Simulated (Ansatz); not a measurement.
**Structure optimisation: lithium, 9R**

Level of theory: Ansatz, DFT, r2SCAN, plane waves (500 eV) with PAW, scalar-relativistic. (PAW data from PBE, frozen cores regenerated.)

k-point mesh 12×12×12, Fermi-Dirac smearing 0.1 eV, no spin polarisation. Cell and atoms relax.

Starting structure:

```
CELL_PARAMETERS angstrom
1.55050 0.89518 7.58830
-1.55050 0.89518 7.58830
0.00000 -1.79036 7.58830
ATOMIC_POSITIONS crystal
Li 0.00000 0.00000 0.00000
Li 0.22200 0.22200 0.22200
Li 0.77800 0.77800 0.77800
```

What cell does the relaxation end in?

R-3m with a = 3.104 Å, c = 22.638 Å (c/a = 7.292); 20.99 Å³ per atom against 21.06 at the start (-0.3 %).

How much energy does the relaxation gain?

0.1 meV per atom.

Path of the relaxation (the plane waves are chosen anew near the end, which can shift the energy a little):

```tsv
step	E − E(final) (meV/atom)	V (Å³/atom)	P (GPa)	max force (eV/Å)
0	0.08	21.065	-0.04	0.010
1	0.02	21.026	-0.02	0.004
2	0.00	20.993	0.00	0.000
3	0.00	20.993	0.00	0.000
```
